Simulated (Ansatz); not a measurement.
Space group R-3m:H (No. 166). a = 2.625 Å, b = 2.625 Å, c = 12.594 Å, α = 90.00°, β = 90.00°, γ = 120.00°
```
atom site symmetry x y z
  Mn    3b       -3m  0.6667  0.3333  0.8333
  Ir    3a       -3m  0.0000  0.0000  0.0000
```

Equation of state of this MnIr structure (not necessarily the ground state), with shape and atoms relaxed at each volume where symmetry leaves them free. It has no gap at any of these volumes. Method: DFT PBEsol, scalar-relativistic, plane waves, PAW (Ansatz).

Plane waves to 420 eV, a k mesh through Γ of 18×18×18 on the computed 2-atom cell and Gaussian smearing (0.10 eV); collinear spin.

| V (Å³/atom) | E − E(largest V) (meV/atom) | P (GPa) |
| --- | --- | --- |
| 11.775 | 9.84 | 20.51 |
| 12.151 | -25.68 | 9.92 |
| 12.527 | -36.78 | 0.01 |
| 12.903 | -26.91 | -8.09 |
| 13.278 | 0.00 | -14.79 |

**Question.** Fit a third-order Birch–Murnaghan equation to E(V).

**Answer.** V0 = 12.53 Å³/atom, B0 = 293 GPa, B0' = 4.9.

Spin-orbit coupling is left out, which matters for the bands of heavy elements. Only parallel moments were tried here.